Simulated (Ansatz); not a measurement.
One stationary structure of AlN. Space group P6₃mc (No. 186), AFLOW prototype AB_hP8_186_ab_ab (B5, as in SiC). These are r2SCAN (plane waves to 500 eV, PAW, scalar-relativistic; Ansatz, an electronic-structure program) values and carry that method's errors.

```cif
data_Al4N4
_chemical_formula_sum 'Al4 N4'
_space_group_name_H-M_alt 'P 1'
_space_group_IT_number 1
_cell_length_a 3.09719
_cell_length_b 3.09719
_cell_length_c 10.03388
_cell_angle_alpha 90.000
_cell_angle_beta 90.000
_cell_angle_gamma 120.000
loop_
_space_group_symop_operation_xyz
  'x, y, z'
loop_
_atom_site_label
_atom_site_type_symbol
_atom_site_fract_x
_atom_site_fract_y
_atom_site_fract_z
_atom_site_occupancy
Al1 Al 0.66667 0.33333 0.58786 1
Al2 Al 0.33333 0.66667 0.08786 1
Al3 Al 0.00000 0.00000 0.33896 1
Al4 Al 0.00000 0.00000 0.83896 1
N1 N 0.00000 0.00000 0.14948 1
N2 N 0.00000 0.00000 0.64948 1
N3 N 0.33333 0.66667 0.89948 1
N4 N 0.66667 0.33333 0.39948 1
```

Q: Estimate the band gap that r2SCAN returns for this input.

A: 4.67 eV, indirect (valence top at Γ, conduction bottom at M) (no spin-orbit coupling).

Q: What smallest direct gap does r2SCAN give?

A: 4.86 eV at Γ.

No spin polarisation in the result.

It was reached from a disturbed copy of a P6₃/mmc (No. 194) cell, against which it lies -324 meV/atom.

The first start was generated by placing the elements on the sites of a structure type. A measured structure of AlN has the same space group, P6₃mc (No. 186); the sites were not compared with it.
